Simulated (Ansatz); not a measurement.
This run works on a generated trial structure, not on a known crystal.

Input and command of a plane-wave DFT calculation in Ansatz:

```yaml
crystal:
  lattice:
    - [-2.0149106, 2.3655152, 4.06010272]
    - [2.0149106, -2.3655152, 4.06010272]
    - [2.0149106, 2.3655152, -4.06010272]
  atoms:
    - { symbol: Mg, position: [0.24483132, 0.74483132, 0.5] }
    - { symbol: Mg, position: [0.75516868, 0.25516868, 0.5] }
    - { symbol: Mg, position: [0.0, 0.5, 0.5] }
    - { symbol: O, position: [0.5, 0.5, 0.0] }
    - { symbol: O, position: [0.5, 0.0, 0.5] }
basis:
  ecutwfc: 420
kpoints:
  mp_grid: { grid: [5, 5, 5] }
hamiltonian:
  xc: pbe
scf:
  occupations: { method: gaussian, width: 0.2 }
  lower_state_search: "off"
output:
  forces: true
  stress: true
  eigenvalues: true
relax:
  adjacent_minimum: "off"
  f_tol: 0.08
  max_steps: 16
  cell: { stress_tol: 0.8 }
```

```bash
ansatz run input.yaml --threads 1 --pin off --max-ram 2560MiB --backend cpu --events-out ev --progress --plain --runs-dir out
```

Processor: AMD EPYC (Zen 3), 1 thread, on a host shared with other jobs.

Task: How long does it run, and how much memory does it take?

Result: About 98 s, peak memory 0.44 GiB. It solves 26 bands at 27 k points (after reduction by symmetry) with about 1957 plane waves (on the last cell), in 115 SCF iterations over 16 ionic steps.
